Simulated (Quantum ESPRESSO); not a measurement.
## Hf5Ti3 (finding a planted mistake in a log)

A calculation, not a measurement. The program is pw.x of Quantum ESPRESSO 7.5 (plane-wave density functional theory). The cell is made up: eight metal atoms on a face-centred cubic lattice, with elements, volume, strain and displacements drawn at random and not relaxed, so it may be unstable or far from any real phase. PseudoDojo standard norm-conserving files set the functional (PBE unless stated); there is no spin polarisation or spin-orbit coupling, the Fermi-Dirac width of 0.25 eV means electrons at about 2900 K, and the masses in the input are unused placeholders. Heavy elements are run without spin-orbit coupling, which real alloys of them have. A spin test at this wide smearing found no moment, but such smearing suppresses magnetism that the real alloy may have.

Intended input:

```
&control calculation='scf', pseudo_dir='./dojo.nc.sr.pbe.v0_5.standard.upf', outdir='./o', disk_io='medium', tprnfor=.true., tstress=.true. /
&system ibrav=0, nat=8, ntyp=2, nbnd=66, ecutwfc=84.00895049, nosym=.true., tot_charge=0,
 occupations='smearing', smearing='fd', degauss=0.0183746611
/
&electrons conv_thr=1.470e-08, electron_maxstep=70, mixing_beta=0.5 /
ATOMIC_SPECIES
Hf 1.0 Hf.upf
Ti 1.0 Ti.upf
CELL_PARAMETERS angstrom
0.0582 4.2727 -0.0101
-4.2711 -0.0482 -4.1693
-4.2342 -0.0683 4.1323
ATOMIC_POSITIONS angstrom
Hf -0.1208 0.0933 -0.0727
Hf -2.0779 -0.0337 2.1248
Hf -2.1506 -0.0026 -2.0428
Hf -4.3429 -0.1546 -0.0024
Ti -2.1088 2.1449 0.019
Hf -4.2284 2.0483 2.0443
Ti -4.3015 2.1692 -2.1121
Ti -6.3151 1.9752 -0.1308
K_POINTS automatic
6 4 4 1 1 1
```

The log is shortened where brackets say so; the opening notice, blank lines, dates and the lines on written files are dropped, and the path of the files is cut. It prints rydbergs, bohrs and kilobars, and counts compression as positive stress. Its total energy is the free energy E - TS of the whole cell.

Log of the intended run:

```
     Program PWSCF v.7.5
     Parallel version (MPI & OpenMP), running on       1 processor cores
     Number of MPI processes:                 1
     Threads/MPI process:                     1
     [start-up lines left out]
     bravais-lattice index     =            0
     lattice parameter (alat)  =       8.0750  a.u.
     unit-cell volume          =    1017.7202 (a.u.)^3
     number of atoms/cell      =            8
     number of atomic types    =            2
     number of electrons       =        96.00
     number of Kohn-Sham states=           66
     kinetic-energy cutoff     =      84.0090  Ry
     charge density cutoff     =     336.0358  Ry
     scf convergence threshold =      1.5E-08
     mixing beta               =       0.5000
     number of iterations used =            8  plain     mixing
     Exchange-correlation= PBE
                           (   1   4   3   4   0   0   0)
     [axes and pseudopotential details left out]
   Cartesian axes
     site n.     atom                  positions (alat units)
         1        Hf     tau(   1) = (  -0.0282698   0.0218342  -0.0170134  )
         2        Hf     tau(   2) = (  -0.4862737  -0.0078865   0.4972493  )
         3        Hf     tau(   3) = (  -0.5032870  -0.0006085  -0.4780595  )
         4        Hf     tau(   4) = (  -1.0163328  -0.0361798  -0.0005617  )
         5        Ti     tau(   5) = (  -0.4935049   0.5019531   0.0044464  )
         6        Hf     tau(   6) = (  -0.9895373   0.4793466   0.4784105  )
         7        Ti     tau(   7) = (  -1.0066443   0.5076398  -0.4942772  )
         8        Ti     tau(   8) = (  -1.4778703   0.4622396  -0.0306100  )
     number of k points=    48  Fermi-Dirac smearing, width (Ry)=  0.0184
                       cart. coord. in units 2pi/alat
        k(    1) = (  -0.1267699   0.0850699   0.0007695), wk =   0.0416667
        k(    2) = (  -0.2529613   0.0870943   0.1300185), wk =   0.0416667
     [further k points left out]
     Dense  grid:   105883 G-vectors     FFT dimensions: (  48,  72,  72)
     Estimated max dynamical RAM per process >     182.26 MB
     Initial potential from superposition of free atoms
     starting charge      95.9860, renormalised to      96.0000
     Starting wfcs are   80 randomized atomic wfcs
     total cpu time spent up to now is       46.0 secs
     per-process dynamical memory:   110.6 Mb
     Self-consistent Calculation
     iteration #  1     ecut=    84.01 Ry     beta= 0.50
     Davidson diagonalization with overlap
     ethr =  1.00E-02,  avg # of iterations =  2.7
     Threshold (ethr) on eigenvalues was too large:
     Diagonalizing with lowered threshold
     Davidson diagonalization with overlap
     ethr =  1.54E-04,  avg # of iterations =  5.1
     total cpu time spent up to now is      259.1 secs
     total energy              =    -920.19018297 Ry
     estimated scf accuracy    <       0.20251655 Ry
     iteration #  2     ecut=    84.01 Ry     beta= 0.50
     Davidson diagonalization with overlap
     ethr =  2.11E-04,  avg # of iterations =  2.4
     total cpu time spent up to now is      343.6 secs
     total energy              =    -920.16183388 Ry
     estimated scf accuracy    <       0.33348586 Ry
     [iterations 3 to 16 left out]
     iteration # 17     ecut=    84.01 Ry     beta= 0.50
     Davidson diagonalization with overlap
     ethr =  3.38E-11,  avg # of iterations =  2.0
     total cpu time spent up to now is     1762.0 secs
     total energy              =    -920.23575734 Ry
     estimated scf accuracy    <       0.00000002 Ry
     iteration # 18     ecut=    84.01 Ry     beta= 0.50
     Davidson diagonalization with overlap
     ethr =  2.10E-11,  avg # of iterations =  1.0
     total cpu time spent up to now is     1857.8 secs
     End of self-consistent calculation
     [lines on levels left out]
!    total energy              =    -920.23575734 Ry
     estimated scf accuracy    <          1.7E-09 Ry
     smearing contrib. (-TS)   =      -0.16448551 Ry
     internal energy E=F+TS    =    -920.07127183 Ry
     The total energy is F=E-TS. E is the sum of the following terms:
     one-electron contribution =    -204.45662514 Ry
     hartree contribution      =     140.05020498 Ry
     xc contribution           =    -195.59671095 Ry
     ewald contribution        =    -660.06814072 Ry
     convergence has been achieved in  18 iterations
     Forces acting on atoms (cartesian axes, Ry/au):
     atom    1 type  1   force =     0.03868365   -0.02833044    0.04813189
     atom    2 type  1   force =    -0.01363650   -0.00130095   -0.02858660
     atom    3 type  1   force =    -0.05022499   -0.00178288   -0.02865943
     atom    4 type  1   force =     0.03199913    0.02585345   -0.00403045
     atom    5 type  2   force =    -0.00816312   -0.00253957    0.00041025
     atom    6 type  1   force =    -0.00209623    0.01438930   -0.00456294
     atom    7 type  2   force =     0.01764702   -0.02626194   -0.00731464
     atom    8 type  2   force =    -0.01420896    0.01997302    0.02461191
     Total force =     0.115078     Total SCF correction =     0.000145
     Computing stress (Cartesian axis) and pressure
          total   stress  (Ry/bohr**3)                   (kbar)     P=      135.95
   0.00093458  -0.00013782  -0.00001976          137.48      -20.27       -2.91
  -0.00013782   0.00087455  -0.00000061          -20.27      128.65       -0.09
  -0.00001976  -0.00000061   0.00096330           -2.91       -0.09      141.71
     init_run     :     43.98s CPU     45.89s WALL (       1 calls)
     electrons    :   1761.75s CPU   1811.82s WALL (       1 calls)
     forces       :     21.91s CPU     22.08s WALL (       1 calls)
     stress       :     76.76s CPU     78.83s WALL (       1 calls)
     [timing details left out]
     PWSCF        :  31m44.88s CPU  32m39.58s WALL
     JOB DONE.
```

A second run was made from an input with one planted mistake. Its log:

```
     Program PWSCF v.7.5
     Parallel version (MPI & OpenMP), running on       1 processor cores
     Number of MPI processes:                 1
     Threads/MPI process:                     1
     [start-up lines left out]
     bravais-lattice index     =            0
     lattice parameter (alat)  =       8.0750  a.u.
     unit-cell volume          =    1017.7202 (a.u.)^3
     number of atoms/cell      =            8
     number of atomic types    =            2
     number of electrons       =        96.00
     number of Kohn-Sham states=           66
     kinetic-energy cutoff     =      84.0090  Ry
     charge density cutoff     =     336.0358  Ry
     scf convergence threshold =      1.5E-08
     mixing beta               =       0.5000
     number of iterations used =            8  plain     mixing
     Exchange-correlation= PBE
                           (   1   4   3   4   0   0   0)
     [axes and pseudopotential details left out]
   Cartesian axes
     site n.     atom                  positions (alat units)
         1        Hf     tau(   1) = (  -0.0282698   0.0218342  -0.0170134  )
         2        Hf     tau(   2) = (  -0.4862737  -0.0078865   0.4972493  )
         3        Hf     tau(   3) = (  -0.5032870  -0.0006085  -0.4780595  )
         4        Hf     tau(   4) = (  -1.0163328  -0.0361798  -0.0005617  )
         5        Ti     tau(   5) = (  -0.4935049   0.5019531   0.0044464  )
         6        Ti     tau(   6) = (  -0.9895373   0.4793466   0.4784105  )
         7        Hf     tau(   7) = (  -1.0066443   0.5076398  -0.4942772  )
         8        Ti     tau(   8) = (  -1.4778703   0.4622396  -0.0306100  )
     number of k points=    48  Fermi-Dirac smearing, width (Ry)=  0.0184
                       cart. coord. in units 2pi/alat
        k(    1) = (  -0.1267699   0.0850699   0.0007695), wk =   0.0416667
        k(    2) = (  -0.2529613   0.0870943   0.1300185), wk =   0.0416667
     [further k points left out]
     Dense  grid:   105883 G-vectors     FFT dimensions: (  48,  72,  72)
     Estimated max dynamical RAM per process >     182.26 MB
     Initial potential from superposition of free atoms
     starting charge      95.9860, renormalised to      96.0000
     Starting wfcs are   80 randomized atomic wfcs
     total cpu time spent up to now is       46.1 secs
     per-process dynamical memory:   110.6 Mb
     Self-consistent Calculation
     iteration #  1     ecut=    84.01 Ry     beta= 0.50
     Davidson diagonalization with overlap
     ethr =  1.00E-02,  avg # of iterations =  2.8
     Threshold (ethr) on eigenvalues was too large:
     Diagonalizing with lowered threshold
     Davidson diagonalization with overlap
     ethr =  1.58E-04,  avg # of iterations =  5.0
     total cpu time spent up to now is      259.8 secs
     total energy              =    -920.18723981 Ry
     estimated scf accuracy    <       0.20595795 Ry
     iteration #  2     ecut=    84.01 Ry     beta= 0.50
     Davidson diagonalization with overlap
     ethr =  2.15E-04,  avg # of iterations =  2.2
     total cpu time spent up to now is      366.4 secs
     total energy              =    -920.16810199 Ry
     estimated scf accuracy    <       0.30124302 Ry
     [iterations 3 to 16 left out]
     iteration # 17     ecut=    84.01 Ry     beta= 0.50
     Davidson diagonalization with overlap
     ethr =  7.90E-11,  avg # of iterations =  2.0
     total cpu time spent up to now is     1880.6 secs
     total energy              =    -920.23498440 Ry
     estimated scf accuracy    <       0.00000005 Ry
     iteration # 18     ecut=    84.01 Ry     beta= 0.50
     Davidson diagonalization with overlap
     ethr =  4.90E-11,  avg # of iterations =  1.6
     total cpu time spent up to now is     1981.2 secs
     End of self-consistent calculation
     [lines on levels left out]
!    total energy              =    -920.23498440 Ry
     estimated scf accuracy    <       0.00000001 Ry
     smearing contrib. (-TS)   =      -0.16487790 Ry
     internal energy E=F+TS    =    -920.07010649 Ry
     The total energy is F=E-TS. E is the sum of the following terms:
     one-electron contribution =    -204.45051829 Ry
     hartree contribution      =     140.04254756 Ry
     xc contribution           =    -195.59399503 Ry
     ewald contribution        =    -660.06814072 Ry
     convergence has been achieved in  18 iterations
     Forces acting on atoms (cartesian axes, Ry/au):
     atom    1 type  1   force =     0.03933125   -0.02288674    0.00768909
     atom    2 type  1   force =    -0.05243404    0.00932261   -0.02899992
     atom    3 type  1   force =    -0.01726621   -0.00221262   -0.02805115
     atom    4 type  1   force =     0.03413118    0.03163731    0.03691474
     atom    5 type  2   force =    -0.01258792   -0.00390129   -0.00234591
     atom    6 type  2   force =    -0.00413847    0.00920622   -0.00061866
     atom    7 type  1   force =     0.03726424   -0.03953229   -0.01592100
     atom    8 type  2   force =    -0.02430004    0.01836680    0.03133281
     Total force =     0.125783     Total SCF correction =     0.000170
     Computing stress (Cartesian axis) and pressure
          total   stress  (Ry/bohr**3)                   (kbar)     P=      135.57
   0.00095505  -0.00015143  -0.00002272          140.49      -22.28       -3.34
  -0.00015143   0.00086339   0.00005851          -22.28      127.01        8.61
  -0.00002272   0.00005851   0.00094639           -3.34        8.61      139.22
     init_run     :     42.83s CPU     45.96s WALL (       1 calls)
     electrons    :   1879.86s CPU   1935.09s WALL (       1 calls)
     forces       :     21.44s CPU     21.63s WALL (       1 calls)
     stress       :     78.72s CPU     80.82s WALL (       1 calls)
     [timing details left out]
     PWSCF        :  33m43.41s CPU  34m44.99s WALL
     JOB DONE.
```

Question: the log repeats what the program read. Compare it with the intended run: what was wrong in the second input?

Answer: two atoms have their elements exchanged. The input lines that differ:

```
- Hf -4.2284 2.0483 2.0443
- Ti -4.3015 2.1692 -2.1121
+ Ti -4.2284 2.0483 2.0443
+ Hf -4.3015 2.1692 -2.1121
```

```
                                            intended run  run with the mistake
                          free energy (eV)    -12520.445            -12520.435
         entropy term -TS, part of it (eV)        -2.238                -2.243
                            pressure (GPa)         13.59                 13.56
size of the largest force component (eV/Å)         1.291                 1.348
largest change of a force component (eV/Å)                               1.053
                                iterations            18                    18
```

For scale, a rerun of the intended cell at a higher cutoff and on a denser mesh moved values by no more than 0.010 eV in energy, 0.03 GPa in stress and 0.004 eV/Å in force, and a second program with other atomic files agreed on that cell to 2 % rms in force and 0.5 GPa in pressure.